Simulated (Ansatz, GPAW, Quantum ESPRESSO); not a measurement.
One calculation of ZnMo3, 3 ways

```xyz
4
Lattice="3.9432 0.0000 0.0000 0.0000 3.9432 0.0000 0.0000 0.0000 3.9432" Properties=species:S:1:pos:R:3 pbc="T T T"
Mo    1.9716    1.9716    0.0000
Mo    1.9716    0.0000    1.9716
Mo    0.0000    1.9716    1.9716
Zn    0.0000    0.0000    0.0000
```

The cell comes from a database or a generator and needn't be the stable form of this composition.

Alike in all runs: task equation of state; functional PBE; k mesh 7 × 7 × 7; occupations fermi-dirac, width 0.05 eV; no spin polarisation; no spin-orbit coupling.

```
                    program and potentials  plane-wave cutoff (eV)  notes  equilibrium volume (Å³/atom)  bulk modulus (GPa)
                        Ansatz, Ansatz PAW                     420      -                         15.23               215.1
GPAW, GPAW PAW data sets (gpaw-data 1.2.1)                     600      -                         15.22               213.4
 Quantum ESPRESSO, SSSP 1.3 efficiency PBE                     816      -                         15.23               215.4
```

The equilibrium volume spans 15.22 (GPAW, GPAW PAW data sets (gpaw-data 1.2.1)) to 15.23 Å³/atom (Ansatz, Ansatz PAW). The bulk modulus spans 213.4 (GPAW, GPAW PAW data sets (gpaw-data 1.2.1)) to 215.4 GPa (Quantum ESPRESSO, SSSP 1.3 efficiency PBE). For a metal such a mesh isn't converged, which the comparison doesn't need.

The functional is the same throughout but for its coding, so the spread measures potentials, basis and numerics; runs on potential files found faulty are left out.
